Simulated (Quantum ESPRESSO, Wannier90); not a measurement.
## HfS$_{2}$ (CdI2 type): Wannier90 run

```yaml
crystal:
  lattice:
    - [3.63966, 0.00000, 0.00000]
    - [-1.81983, 3.15204, 0.00000]
    - [0.00000, 0.00000, 6.05556]
  atoms:
    - { symbol: Hf, position: [0.00000, 0.00000, 0.00000] }
    - { symbol: S, position: [0.66667, 0.33333, 0.76395] }
    - { symbol: S, position: [0.33333, 0.66667, 0.23605] }
```

Cell from Materials Project (mp-985829), symmetrised, no further relaxation. Not found in the COD (Crystallography Open Database) copy used; not checked further. Level: PBEsol, no spin polarisation, no spin-orbit coupling; pw.x of Quantum ESPRESSO at 47 Ry with PseudoDojo potentials, 12×12×4 k-points, Wannier90. Density: 12×12×6 mesh, cold smearing 0.01 Ry. The cell is built of weakly bound layers, chains or molecules, whose nearest atoms lie 3.83 Å apart. Database cells relaxed without dispersion often hold them too far apart, which can enlarge gaps and weakens couplings between them; spacing and stacking were not compared with the measured crystal. Spin-orbit coupling is left out although heavy elements are present.

Functional, cutoff and mesh named above are those of the base row (47); the first column says what each row takes instead. Model: 8 functions from bands 5-12, start SCDM (isolated) (the valence bands). Energies are relative to the valence-band maximum; the misfit is to pw.x on a path, for all bands of the set. Only the plane-wave cutoff changes (density cutoff four times as high). Ω_total can sit in another minimum from row to row; Ω_I of an isolated set cannot.

| ecutwfc (Ry) | Ω_I (Å²) | Ω_total (Å²) | rms misfit (meV) | gap (eV) | ΔE to highest cutoff (meV/atom) | plane waves a k-point, about (cost) | rough cost of nscf and overlaps (first row = 1) |
|---|---|---|---|---|---|---|---|
| 24 | 12.44 | 14.48 | 1.4 | 1.113 | 1008.3 | 930 | 1.0 |
| 29 | 12.46 | 14.48 | 0.8 | 1.113 | 452.7 | 1200 | 1.5 |
| 35 | 12.45 | 14.46 | 0.8 | 1.119 | 142.9 | 1600 | 1.9 |
| 47 | 12.44 | 14.44 | 0.7 | [?] | [?] | 2600 | 3 |
| 58 | 12.44 | 14.44 | 0.7 | 1.124 | 0.2 | 3500 | 4 |
| 73 | 12.44 | 14.44 | 0.7 | 1.124 | 0.0 | 4900 | 6 |

**Question.** What belongs in the gaps?

**Answer.** 
- 47, gap (eV): 1.123
- 47, ΔE to highest cutoff (meV/atom): 6.2
